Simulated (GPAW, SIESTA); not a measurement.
Given: the input of a run of SIESTA 5.4.2 on Ti2B. The cell comes from a database or a generator and needn't be the stable form of this composition.

Ti2B.fdf

```
SystemName                      Ti2B
SystemLabel                     Ti2B
NumberOfSpecies                 2
NumberOfAtoms                   6
%block ChemicalSpeciesLabel
  1  22 Ti
  2   5 B
%endblock ChemicalSpeciesLabel

LatticeConstant                 1.0 Ang
%block LatticeVectors
    -2.8290690000     2.8290690000     2.3682650000
     2.8290690000    -2.8290690000     2.3682650000
     2.8290690000     2.8290690000    -2.3682650000
%endblock LatticeVectors
AtomicCoordinatesFormat         Fractional
%block AtomicCoordinatesAndAtomicSpecies
     0.1644000000     0.3356000000     0.5000000000  1  Ti
     0.8356000000     0.6644000000     0.5000000000  1  Ti
     0.3356000000     0.8356000000     0.1712000000  1  Ti
     0.6644000000     0.1644000000     0.8288000000  1  Ti
     0.2500000000     0.2500000000     0.0000000000  2  B
     0.7500000000     0.7500000000     0.0000000000  2  B
%endblock AtomicCoordinatesAndAtomicSpecies

%block kgrid.MonkhorstPack
    7   0   0  0.0
    0   7   0  0.0
    0   0   7  0.0
%endblock kgrid.MonkhorstPack
XC.Functional                   GGA
XC.Authors                      PBEsol
PAO.BasisSize                   DZP
PAO.EnergyShift                 0.003 Ry
Mesh.Cutoff                     800 Ry
OccupationFunction              FD
ElectronicTemperature           0.05 eV
MaxSCFIterations                120
SCF.MustConverge                false
SCF.Mixer.Method                Pulay
SCF.Mixer.Weight                0.25
SCF.Mixer.History               8
SCF.DM.Tolerance                5.0e-05
SCF.H.Tolerance                 1.0e-03 eV
WriteForces                     true
Charge.Mulliken                 end
Charge.Hirshfeld                end
Charge.Voronoi                  end
SaveRho                         true
SaveElectrostaticPotential      true
%block PAO.Basis
  Ti 5
  n=3 0 2
    3.151 0.000
  n=4 0 2
    8.703 0.000
  n=3 1 2
    3.568 0.000
  n=4 1 1
    8.703
  n=3 2 2
    6.267 0.000
%endblock PAO.Basis
```

Potentials or basis: PseudoDojo 0.4 standard (PBEsol files), converted to PSML, two zetas on semicore shells, DZP (energy shift 0.003 Ry; two zetas on semicore shells).

Command:

```console
$ siesta < Ti2B.fdf > Ti2B.out 2>&1
```

Q: What does the same run look like in GPAW 26.7.0 (ASE script)? Potentials or basis there: PAW data sets generated for this functional, cutoff 800 eV.

A: As run (cutoffs and basis follow the program's own potentials, and thresholds, step limits or extra output files can differ):

run.py

```python
from ase import Atoms
from ase.dft.bandgap import bandgap
from ase.io import write
from ase.units import Bohr, GPa
from gpaw import GPAW, PW, setup_paths
from gpaw.elf import elf_from_dft_calculation

setup_paths.insert(0, '.')

atoms = Atoms(['Ti', 'Ti', 'Ti', 'Ti', 'B', 'B'],
              cell=[[-2.829069, 2.829069, 2.368265],
                    [2.829069, -2.829069, 2.368265],
                    [2.829069, 2.829069, -2.368265]],
              scaled_positions=[[0.1644, 0.3356, 0.5],
                                [0.8356, 0.6644, 0.5],
                                [0.3356, 0.8356, 0.1712],
                                [0.6644, 0.1644, 0.8288],
                                [0.25, 0.25, 0.0],
                                [0.75, 0.75, 0.0]],
              pbc=True)

calc = GPAW(mode=PW(800),
            xc='PBEsol',
            kpts={'size': (7, 7, 7), 'gamma': True},
            occupations={'name': 'fermi-dirac', 'width': 0.05},
            nbands=50,
            convergence={'density': 1e-05, 'energy': 1e-05},
            maxiter=150,
            txt='gpaw.txt')
atoms.calc = calc
energy = atoms.get_potential_energy()
forces = atoms.get_forces()
stress = atoms.get_stress()
calc.write('gs.gpw')
write('result.traj', atoms)
print(f'Energy: {energy:.6f} eV')
print('Forces (eV/A):')
print(forces.round(4))
print('Stress (GPa):', (stress / GPa).round(3))
print('Fermi level:', round(calc.get_fermi_level(), 4), 'eV')
print(f'Gap: {bandgap(calc)[0]:.4f} eV, direct: {bandgap(calc, direct=True)[0]:.4f} eV')

# fields on the real-space grid
write('density.cube', atoms, data=calc.get_pseudo_density() * Bohr**3)
write('potential.cube', atoms, data=calc.get_electrostatic_potential())
write('elf.cube', atoms, data=elf_from_dft_calculation(calc).data)
```

Potentials or basis: PAW data sets generated in the run's folder for this functional, pw.

Command:

```sh
$ gpaw-setup -f PBEsol B Ti
$ OMP_NUM_THREADS=1 python run.py
```

Both were run:

|  | SIESTA | GPAW |
| --- | --- | --- |
| Pressure | -3.2 GPa | -4.2 GPa |

Pressure is positive in compression.
